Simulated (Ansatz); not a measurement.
Relaxed-ion elastic tensor of Cu2O in space group Pn-3m (No. 224; Cu on 4c, O on 2a) in GPa (Voigt order), DFT-r²SCAN in the program Ansatz with PAW potentials; density 6.21 g/cm³, 12.76 Å³ per atom.

```json
[
 {"": "1", "1": "139", "2": "121", "3": "121", "4": "0.0", "5": "0.0", "6": "0.0"},
 {"": "2", "1": "121", "2": "139", "3": "121", "4": "0.0", "5": "0.0", "6": "0.0"},
 {"": "3", "1": "121", "2": "121", "3": "139", "4": "0.0", "5": "0.0", "6": "0.0"},
 {"": "4", "1": "0.0", "2": "0.0", "3": "0.0", "4": "6.5", "5": "0.0", "6": "0.0"},
 {"": "5", "1": "0.0", "2": "0.0", "3": "0.0", "4": "0.0", "5": "6.5", "6": "0.0"},
 {"": "6", "1": "0.0", "2": "0.0", "3": "0.0", "4": "0.0", "5": "0.0", "6": "6.5"}
]
```

**Question.** Is the crystal mechanically stable?

**Answer.** Yes: the smallest eigenvalue of C is 6.5 GPa.

**Question.** Work out the Voigt, Reuss and Hill averages.

**Answer.** K_V = 127, K_R = 127, K_H = 127; G_V = 7.5, G_R = 7.3, G_H = 7.4 GPa.

**Question.** Give Young's modulus, Poisson's ratio, Pugh's ratio and the universal anisotropy index.

**Answer.** E = 9KG/(3K + G) = 21.7 GPa; ν = 0.47; K/G = 17.27 (ductile by the Pugh limit of 1.75); A_U = 5G_V/G_R + K_V/K_R − 6 = 0.11.

**Question.** Estimate the sound speeds and the Debye temperature.

**Answer.** v_l = √((K + 4G/3)/ρ) = 4700 m/s, v_t = √(G/ρ) = 1090 m/s, mean 1240 m/s; Θ = (h/k)(3n/4πV)^(1/3) v_m = 159 K.

**Question.** Give the Zener ratio and Young's modulus along [100], [110] and [111].

**Answer.** A = 2C44/(C11 − C12) = 0.74; 1/E = S11 − 2(S11 − S12 − S44/2)Γ with Γ = 0, 1/4, 1/3 gives 25.9, 20.6, 19.2 GPa.

The r²SCAN relaxation kept the symmetry of its start; of distortions, only those at the zone centre were tested. No spin polarisation was allowed. No Hubbard U is applied.

Potentials: the later of the program's two PAW sets.
